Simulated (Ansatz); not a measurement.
**Bands of Ag**

```xyz
4
Lattice="2.8862 0.0000 0.0000 -1.4431 2.4995 0.0000 0.0000 0.0000 10.0000" Properties=species:S:1:pos:R:3 pbc="T T T"
Ag    0.0000    1.6663    2.5000
Ag    1.4431    0.8332    7.5000
Ag    0.0000    0.0000    0.0000
Ag    0.0000    0.0000    5.0000
```

Atoms are numbered in the order listed.

Conventional cell: a = 2.886 Å, b = 2.886 Å, c = 10.000 Å, α = 90.00°, β = 90.00°, γ = 120.00°. Around Ag (atom 1) lie 12 Ag at 2.89 to 3.00 Å. Around Ag (atom 3) lie 12 Ag at 2.89 to 3.00 Å.

The cell comes from COD entry 1509194, which wasn't checked; take it as a given geometry.

Level of theory: DFT, LDA, all-electron LAPW, scalar-relativistic in Ansatz 0.2.0.

Settings: a Γ-centred 14×14×4 k mesh, Fermi–Dirac smearing of 0.08 eV, basis error target 0.5 meV/atom, no spin polarisation.

Points in fractions of the reciprocal vectors of this cell: Γ (0, 0, 0), M (0.5, 0, 0), K (0.333, 0.333, 0), A (0, 0, 0.5), L (0.5, 0, 0.5), H (0.333, 0.333, 0.5). The path joins them by straight lines in the order Γ–M–K–Γ–A–L–H–A–L; legs that retrace an earlier one aren't tabulated. Energies are in eV from the Fermi level.

Is there a gap?

none: bands cross the Fermi level, a metal.

List the levels between -8 and 5.5 eV at the symmetry points.


Γ: -7.42, -6.22 (×2), -6.08, -4.74, -4.49 (×2), -4.46 (×2), -4.39 (×2), -4.36 (×2), -4.32 (×2), -3.62 (×2), -3.33 (×2), -3.22 (×2), -2.90 (×2), -0.63, 2.53
M: -6.01, -5.99, -5.95, -5.69, -5.56, -5.18, -5.04, -4.71, -4.32, -3.99, -3.97, -3.66, -3.65, -2.88, -2.85, -2.69, -2.68, -2.64, -2.63, -2.60, 0.06, 0.86, 1.15, 1.66, 4.19, 4.21
K: -5.21 (×2), -5.18, -5.10 (×2), -4.95, -4.73 (×2), -4.49, -4.40 (×2), -4.38, -3.90 (×2), -3.50 (×2), -3.15, -3.03 (×2), -2.92, 3.35, 3.41 (×2), 4.23, 4.82 (×2)
A: -7.02 (×2), -6.05 (×2), -4.77 (×2), -4.45 (×4), -4.37 (×4), -3.51 (×4), -3.02 (×4), -2.56 (×2), 5.23 (×2)
L: -5.91 (×2), -5.81 (×2), -5.63 (×2), -4.84 (×2), -4.13 (×2), -3.48 (×2), -3.22 (×2), -3.12 (×2), -2.67 (×2), -2.61 (×2), 0.43 (×2), 1.50 (×2), 4.52 (×2)
H: -5.33 (×2), -5.08 (×2), -4.88 (×2), -4.77 (×2), -4.44 (×2), -4.42 (×2), -3.89 (×2), -3.61 (×2), -3.03 (×2), -2.94 (×2), 3.66 (×2), 3.74 (×2), 3.97 (×2)
